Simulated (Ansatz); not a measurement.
CuTi$_{3}$C$_{2}$O$_{2}$:
```yaml
crystal:
  lattice:
    - [3.00659, 0.00000, 0.00000]
    - [-1.50330, 2.60378, 0.00000]
    - [0.00000, 0.00000, 20.29243]
  atoms:
    - { symbol: O, position: [0.00000, 0.00000, 0.82294] }
    - { symbol: Ti, position: [0.33333, 0.66667, 0.87974] }
    - { symbol: C, position: [0.66667, 0.33333, 0.93749] }
    - { symbol: Ti, position: [0.00000, 0.00000, 0.00000] }
    - { symbol: C, position: [0.33333, 0.66667, 0.06251] }
    - { symbol: Ti, position: [0.66667, 0.33333, 0.12026] }
    - { symbol: O, position: [0.00000, 0.00000, 0.17706] }
    - { symbol: Cu, position: [0.33333, 0.66667, 0.25000] }
    - { symbol: O, position: [0.00000, 0.00000, 0.32294] }
    - { symbol: Ti, position: [0.66667, 0.33333, 0.37974] }
    - { symbol: C, position: [0.33333, 0.66667, 0.43749] }
    - { symbol: Ti, position: [0.00000, 0.00000, 0.50000] }
    - { symbol: C, position: [0.66667, 0.33333, 0.56251] }
    - { symbol: Ti, position: [0.33333, 0.66667, 0.62026] }
    - { symbol: O, position: [0.00000, 0.00000, 0.67706] }
    - { symbol: Cu, position: [0.66667, 0.33333, 0.75000] }
```

Relaxed with PBE+D3(BJ). Special points in fractions of this cell's reciprocal vectors: Γ (0.000, 0.000, 0.000); M (0.500, 0.000, 0.000); K (0.333, 0.333, 0.000); A (0.000, 0.000, 0.500); L (0.500, 0.000, 0.500); H (0.333, 0.333, 0.500).

Q: List the band energies nearest the Fermi level at these points for the program Ansatz at the PBE+D3(BJ) level (PAW).

A: In eV from the Fermi level; about four levels below and three above (degenerate sets whole), none deeper than 8.9 eV; points with the same levels are listed once.

| k | below | above |
|---|---|---|
| Γ | -0.39 -0.39 -0.38 -0.38 | 0.30 0.37 0.37 |
| M | -0.71 -0.71 -0.71 -0.58 | 0.79 0.84 1.94 |
| K | -0.67 -0.66 -0.58 -0.58 | 1.45 1.45 1.51 1.51 |
| A | -0.39 -0.39 -0.39 -0.39 | 0.38 0.38 0.38 0.38 |
| L | -0.71 -0.71 -0.64 -0.64 | 0.82 0.82 1.98 1.98 |
| H | -0.67 -0.67 -0.58 -0.58 | 1.47 1.47 1.48 1.48 |

Space group P6_3/mmc. A made-up cell: these elements were put on the sites of a structure type; neither database checked (COD, Materials Project) lists it. Whether it is the stable phase at ambient conditions was not checked. The PBE+D3(BJ) relaxation kept the symmetry of its start; whether a distortion lowers the energy is not shown. The run is not spin-polarised. No Hubbard U is applied. Without spin polarisation and U, an open-shell compound can come out a false metal.

Potentials: the later of the program's two PAW sets.
